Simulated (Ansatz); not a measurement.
MnHg (Pm-3m); spiral at 0.25 of the way from Γ to X.

```
Mn Hg
1.0
     3.31500    0.00000    0.00000
     0.00000    3.31500    0.00000
     0.00000    0.00000    3.31500
Mn Hg
1 1
Direct
  0.50000 0.50000 0.50000
  0.00000 0.00000 0.00000
```

The geometry is a structure as deposited in COD, held fixed and not relaxed.

Settings: LDA, 9×9×9 k mesh, Fermi–Dirac smearing of 0.1 eV, spiral q = (0.0000, 0.1250, 0.0000). PAW means Ansatz 0.2.0 on its default frozen-core files. Site moments are integrated in spheres about the atoms. Start moments (μB): Mn1 3.7.

The self-consistent cycle went as follows.

| iteration | Harris–Foulkes energy less the last (meV) | density residual (eV) | ∫|m| (μB) |
| --- | --- | --- | --- |
| 1 | -955.817 | 6.9e+00 | 3.4725 |
| 2 | -297.223 | 8.7e-01 | 3.7169 |
| 3 | -63.229 | 2.9e-01 | 3.8188 |
| 4 | 33.937 | 1.8e-02 | 3.9002 |
| 5 | 26.353 | 3.9e-03 | 3.9386 |
| 6 | 17.207 | 5.5e-04 | 3.9493 |
| 7 | 8.698 | 2.2e-04 | 3.9550 |
| 8 | -0.002 | 1.8e-04 | 3.9742 |
| 9 | -0.036 | 2.3e-04 | 3.9747 |
| 10 | -0.002 | 9.1e-06 | 3.9763 |
| 11 | 0.000 | 1.3e-07 | 3.9769 |
| 12 | 0.000 | 2.2e-08 | 3.9769 |

Site moments (μB): Mn1 3.73, Hg2 -0.02. Cell moment 3.77 μB in the turning frame.

The PAW files were made with PBE; the program remakes their cores once for the run's functional and then keeps them frozen. The Ansatz runs typed with the search for lower states off end where their start leads. Spin–orbit coupling is left out although heavy atoms are present. These are results for the start and cell typed. The real compound can order otherwise, in a larger cell, or not at all, since semilocal functionals at zero temperature often overstate magnetism.
